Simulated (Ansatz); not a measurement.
**Fixed-spin-moment curve of FeSe2**

The cell (6 atoms) is FeSe2 as an experimental structure (space group Pnnm). Source: COD entry 9017436; the sample's temperature and pressure aren't taken into account, and it need not be the stable phase.

```xyz
6
Lattice="4.7885 0.0000 0.0000 0.0000 5.7782 0.0000 0.0000 0.0000 3.5821" Properties=species:S:1:pos:R:3 pbc="T T T"
Fe    0.0000    0.0000    0.0000
Fe    2.3942    2.8891    1.7911
Se    1.0286    2.1333    0.0000
Se    3.7599    3.6449    0.0000
Se    3.4228    0.7558    1.7911
Se    1.3657    5.0224    1.7911
```

Atoms are numbered from 1 in the order listed.

The calculation used Ansatz, DFT, r2SCAN, PAW, plane waves, scalar-relativistic.

- Plane-wave cutoff: 500 eV
- k-point mesh: 5×4×6 (Γ-centred)
- Occupations: Fermi–Dirac smearing, 0.05 eV
- Valence electrons: 96

The total moment includes the space between the atomic spheres.

For a metal this mesh leaves errors of several meV/atom.

Each run fixes N↑ − N↓ and starts with that moment spread in parallel over the Fe atoms; no search for lower states follows. Energies are free energies per cell above the lowest run, the runs with a free moment included. Each row is one local solution, which need not be the lowest state at that M. The run at M = 0 starts without moments and gives the spin-unpolarised solution; a state with cancelling moments wasn't tried, and may lie lower.

The run at M = 6.00 μB took 65 s on 2 threads of Arm Neoverse V2 (shared host), peak memory 0.82 GiB.

| fixed M (μB/cell) | F − F(lowest) (meV/cell) | moments of Fe1 Fe2 Se3 Se4 Se5 Se6 (μB) | absolute moment (μB) |
| --- | --- | --- | --- |
| 0.00 | 0 | 0.00 0.00 0.00 0.00 0.00 0.00 | 0.00 |
| 2.00 | 741 | 1.20 1.20 -0.06 -0.06 -0.06 -0.06 | 2.95 |
| 4.00 | ? | ? | ? |
| 6.00 | 1601 | 2.78 2.78 0.03 0.03 0.03 0.03 | 6.21 |
| 8.00 | 2703 | 3.27 3.27 0.18 0.18 0.18 0.18 | 8.01 |
| 10.00 | 4492 | 3.57 3.57 0.37 0.37 0.37 0.37 | 10.01 |

The M = 0 row needn't join the curve of the others.

(1) Fill in the row for M = 4.00 μB.

Results:

(1) 930 meV; moments Fe1 2.09, Fe2 2.09, Se3 -0.05, Se4 -0.05, Se5 -0.05, Se6 -0.05 μB; absolute moment 4.74 μB.

With the constraint released: “parallel moments, free total moment [Fe1 4.00, Fe2 4.00 μB]” ends at 0.00 μB, 0 meV; “parallel moments scaled by 0.1, free total moment [Fe1 0.40, Fe2 0.40 μB]” ends at 0.00 μB, 0 meV.
